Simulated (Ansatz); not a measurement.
AgW:
```cif
data_Ag2W2
_chemical_formula_sum 'W2 Ag2'
_space_group_name_H-M_alt 'Pmma'
_space_group_IT_number 51
_space_group_name_Hall '-P 2a 2a'
_cell_length_a 4.60045
_cell_length_b 2.71634
_cell_length_c 5.22558
_cell_angle_alpha 90.000
_cell_angle_beta 90.000
_cell_angle_gamma 90.000
loop_
_atom_site_label
_atom_site_type_symbol
_atom_site_symmetry_multiplicity
_atom_site_Wyckoff_symbol
_atom_site_fract_x
_atom_site_fract_y
_atom_site_fract_z
_atom_site_occupancy
W1 W 2 e 0.75000 0.00000 0.13014 1
Ag1 Ag 2 f 0.25000 0.50000 0.36406 1
```

Relaxed with r²SCAN.

Which orbitals make up the states near the Fermi level in the program Ansatz at the r²SCAN level (PAW)?

Within 0.5 eV of the Fermi level: W 5d 74 %, Ag 4d 9 %, outside the projected shells 8 %. Projections are on Löwdin-orthogonalised atomic valence shells; empty p or d shells of many metals are not among them.

Tabulate the density of states.

States/eV per cell of 4 atoms, in 0.25 eV bins, energy from the Fermi level.

| E (eV) | total | Ag 4d | W 5d | W 6s |
|---|---|---|---|---|
| -7.85 | 0.44 | 0.02 | 0.01 | 0.22 |
| -7.60 | 0.54 | 0.06 | 0.02 | 0.27 |
| -7.35 | 0.77 | 0.21 | 0.04 | 0.31 |
| -7.10 | 2.66 | 1.63 | 0.22 | 0.49 |
| -6.85 | 6.06 | 4.41 | 0.51 | 0.65 |
| -6.60 | 7.82 | 6.01 | 0.77 | 0.45 |
| -6.35 | 9.15 | 7.38 | 1.02 | 0.20 |
| -6.10 | 8.64 | 7.16 | 0.81 | 0.23 |
| -5.85 | 8.17 | 6.79 | 0.82 | 0.25 |
| -5.60 | 7.13 | 5.89 | 0.79 | 0.14 |
| -5.35 | 6.29 | 5.24 | 0.62 | 0.11 |
| -5.10 | 4.95 | 4.29 | 0.37 | 0.09 |
| -4.85 | 9.18 | 8.05 | 0.80 | 0.12 |
| -4.60 | 4.88 | 4.17 | 0.42 | 0.11 |
| -4.35 | 5.63 | 4.67 | 0.53 | 0.19 |
| -4.10 | 4.47 | 3.46 | 0.50 | 0.23 |
| -3.85 | 2.05 | 0.82 | 0.64 | 0.22 |
| -3.60 | 2.18 | 0.66 | 0.93 | 0.19 |
| -3.35 | 2.15 | 0.59 | 1.12 | 0.18 |
| -3.10 | 2.55 | 0.65 | 1.51 | 0.19 |
| -2.85 | 2.87 | 0.70 | 1.72 | 0.22 |
| -2.60 | 3.64 | 0.80 | 2.30 | 0.27 |
| -2.35 | 3.67 | 0.64 | 2.46 | 0.28 |
| -2.10 | 4.12 | 0.60 | 2.97 | 0.22 |
| -1.85 | 4.55 | 0.57 | 3.44 | 0.19 |
| -1.60 | 4.89 | 0.56 | 3.74 | 0.21 |
| -1.35 | 3.70 | 0.45 | 2.79 | 0.13 |
| -1.10 | 2.97 | 0.29 | 2.30 | 0.06 |
| -0.85 | 2.14 | 0.17 | 1.59 | 0.07 |
| -0.60 | 2.09 | 0.17 | 1.53 | 0.07 |
| -0.35 | 2.21 | 0.19 | 1.60 | 0.10 |
| -0.10 | 2.83 | 0.26 | 2.09 | 0.12 |
| 0.15 | 2.44 | 0.23 | 1.82 | 0.10 |
| 0.40 | 2.30 | 0.21 | 1.71 | 0.10 |
| 0.65 | 2.18 | 0.19 | 1.63 | 0.10 |
| 0.90 | 2.21 | 0.18 | 1.63 | 0.11 |
| 1.15 | 1.99 | 0.13 | 1.48 | 0.08 |
| 1.40 | 2.00 | 0.11 | 1.56 | 0.07 |
| 1.65 | 2.68 | 0.12 | 2.19 | 0.11 |
| 1.90 | 2.85 | 0.12 | 2.33 | 0.13 |
| 2.15 | 2.76 | 0.11 | 2.24 | 0.11 |
| 2.40 | 3.48 | 0.13 | 2.80 | 0.14 |
| 2.65 | 3.76 | 0.13 | 2.96 | 0.19 |
| 2.90 | 3.17 | 0.09 | 2.45 | 0.17 |
| 3.15 | 2.33 | 0.06 | 1.78 | 0.17 |
| 3.40 | 2.48 | 0.06 | 1.79 | 0.23 |
| 3.65 | 2.41 | 0.05 | 1.67 | 0.24 |
| 3.90 | 2.21 | 0.04 | 1.46 | 0.22 |
| 4.15 | 1.91 | 0.03 | 1.15 | 0.20 |
| 4.40 | 1.46 | 0.03 | 0.68 | 0.18 |
| 4.65 | 1.18 | 0.02 | 0.43 | 0.15 |

The start of the workflow was typed in or built on a structure type; neither database checked (COD, Materials Project) lists it. Whether it is the stable phase at ambient conditions was not checked. The cell was relaxed with r²SCAN under the symmetry of its start; its stability against distortions is not shown here. No spin polarisation was allowed. Its formation energy is positive at this level, so the cell may be metastable or incomplete. Spin–orbit coupling is left out wherever it is not named.

Potentials: the later of the program's two PAW sets.
